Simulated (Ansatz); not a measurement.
One crystal and one scan (scan of one atom of the cell) at two levels, PBE (plane waves to 420 eV, PAW, scalar-relativistic; Ansatz, a program for electronic structure) and r2SCAN (plane waves to 500 eV, PAW, scalar-relativistic; Ansatz), each from its own relaxed cell and on its own mesh. The cell shown is that of PBE.

Relaxed SiO2 (rutile):

```xyz
6
Lattice="4.2362 0.0000 0.0000 0.0000 4.2362 0.0000 0.0000 0.0000 2.6905" Properties=species:S:1:pos:R:3 pbc="T T T"
Si     2.1181     2.1181     1.3452
Si     0.0000     0.0000     0.0000
O      3.4185     3.4185     1.3452
O      1.3004     2.9357     0.0000
O      2.9357     1.3004     0.0000
O      0.8176     0.8176     1.3452
```

In each cell atom 3 (O, nearest neighbour Si at 1.774 Å; its periodic images, 2.7 Å or more away, move with it) moves by s·(0.707, 0.707, 0.000) (along Cartesian [110]), the rest being held.

E stands for the smeared free energy. SiO2 was relaxed with its symmetry unable to fall. Both scans cover s from -0.350 to 0.350 Å.

ΔE (meV/cell), each from the undisplaced structure of its own level:

```csv
s (Å),PBE,r2SCAN
-0.350,2146,2455
-0.280,1292,1473
-0.210,695,790
-0.140,300,339
-0.070,74,83
0.000,0,0
0.070,73,82
0.140,296,329
0.210,675,749
0.280,1222,withheld
0.350,1951,2152
```

Estimate the r2SCAN value at 0.280 from the PBE value there and the ratio of the two levels in the two nearest given rows on that side of the minimum.

At 0.350 and 0.210 the ratio r2SCAN/PBE averages 1.106, which gives 1.106 × 1222 = 1352 meV/cell. The calculation gives 1351 meV/cell, +10.6 % against PBE.

(For displaced atoms, the force is minus the slope of the energy, and its curvature is a force constant, which sets phonon frequencies.)
